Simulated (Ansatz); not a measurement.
## ZrB (rocksalt structure)

Computed with Ansatz (plane waves, PAW, 420 eV cutoff): PBE, scalar-relativistic, no spin polarisation, Γ-centred 12×12×12 mesh, 0.05 eV Gaussian smearing. The datasets are Ansatz's generated set soft_2.

```cif
data_structure
_symmetry_space_group_name_H-M 'Fm-3m'
_symmetry_Int_Tables_number 225
_cell_length_a 4.9042
_cell_length_b 4.9042
_cell_length_c 4.9042
_cell_angle_alpha 90.000
_cell_angle_beta 90.000
_cell_angle_gamma 90.000
_cell_volume 117.95
loop_
_atom_site_label
_atom_site_type_symbol
_atom_site_symmetry_multiplicity
_atom_site_Wyckoff_symbol
_atom_site_fract_x
_atom_site_fract_y
_atom_site_fract_z
_atom_site_occupancy
Zr1 Zr 4 b 0.50000 0.00000 0.00000 1
B1 B 4 a 0.00000 0.00000 0.00000 1
```

The compound is reported in the structure type of the start.

Problem. Which orbitals carry the states at the Fermi level, and how many states are there?

Solution. Within 0.1 eV of it: Zr 4d 55 %, B 2p 43 % (shares among the projected shells). The density of states at the Fermi level is about 1.2 states/eV per cell, averaged over 0.3 eV.

Density of states (tetrahedra, averaged over 0.4 eV; states/eV per cell of 2 atoms; energy in eV from the Fermi level):

```csv
E (eV),DOS
-7.65,0.10
-7.25,0.16
-6.85,0.22
-6.45,0.31
-6.05,0.72
-5.65,1.09
-5.25,1.41
-4.85,0.79
-4.45,0.18
-4.05,0.00
-3.65,0.05
-3.25,0.23
-2.85,0.48
-2.45,0.89
-2.05,1.05
-1.65,1.02
-1.25,0.80
-0.85,4.60
-0.45,2.45
-0.05,1.30
0.35,0.86
0.75,0.61
1.15,0.44
1.55,0.35
1.95,0.56
2.35,0.75
2.75,0.82
3.15,0.91
3.55,1.00
3.95,1.28
4.35,1.35
4.75,2.26
5.15,1.82
5.55,1.37
5.95,3.59
```

With 15 valence electrons in the calculation's cell and no magnetic order, the bands, two electrons each, can't all be full or empty: band theory demands a metal. (Only strong correlation, outside this picture, could make a Mott insulator of it.)

Spin polarisation wasn't tried.
